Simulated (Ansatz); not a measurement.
Level of theory: Ansatz 0.2.0, DFT, PBEsol, plane waves (420 eV) with PAW, scalar-relativistic. The PAW files were generated under PBE, with cores re-solved for the functional.

An element in the dhcp structure gives this curve. The cell is scaled uniformly from the relaxed one, with fractional coordinates and shape fixed. Energies are extrapolated to zero smearing, pressures are those at the given smearing. Magnetic state: spin not included.

```
V (Å³/atom)  E − E₀ (meV/atom)  P (GPa)
     12.274              335.5    73.18
     12.832              136.0    42.98
     13.390               30.6    18.95
     13.948               -0.1    -0.18
     14.506               28.8   -15.37
     15.064              105.0   -27.39
     15.622              218.4   -36.86
```

(1) Which element is it?
A. ruthenium
B. osmium
C. vanadium
D. platinum

Results:

(1) B. Its fit is V₀ = 13.93 Å³/atom, B₀ = 426 GPa, B₀′ = 4.7.
